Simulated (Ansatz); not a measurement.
An Ansatz (a first-principles code) input:

Ansatz 0.2 input:
```yaml
crystal:
  lattice:
    - [3.8420660942, 0.0, 0.0]
    - [-1.9210330471, 3.3273268406, 0.0]
    - [0.0, 0.0, 6.3369614937]
  atoms:
    - { symbol: Ga, position: [0.6666666667, 0.3333333333, 0.5001111489] }
    - { symbol: Ga, position: [0.3333333333, 0.6666666667, 0.0001111489] }
    - { symbol: P, position: [0.6666666667, 0.3333333333, 0.8738888511] }
    - { symbol: P, position: [0.3333333333, 0.6666666667, 0.3738888511] }
kpoints:
  mp_grid: { grid: [7, 7, 4] }
hamiltonian:
  xc: r2scan
  pseudopotentials: { kind: paw }
scf:
  occupations: { method: fixed }
output:
  optics: { e_range: [0.0, 15.0], de: 0.05, sigma: 0.1, bands: { spectra_wanted_up_to: 12 eV } }
```

Question: How many symmetry operations and irreducible k-points will the run report?

Answer: 12 operations, 24 of 196 k-points.

Question: With a cutoff of 500 eV, how many plane waves at Γ?

Answer: 2033.

It took roughly 120 core-seconds on shared server cores.

Space group P6_3mc (wurtzite). The first step of the workflow began from a Materials Project structure, measured or hypothetical; the Crystallography Open Database copy checked does not list it. It is not the phase usual at ambient conditions (space group No. 216). Symmetry was held in the r²SCAN relaxation; whether a distortion lowers the energy is not shown. Scalar-relativistic: spin–orbit coupling is off unless named, which matters more the heavier the elements.

Potentials: the later of the program's two PAW sets.

Ansatz is a plane-wave DFT program.
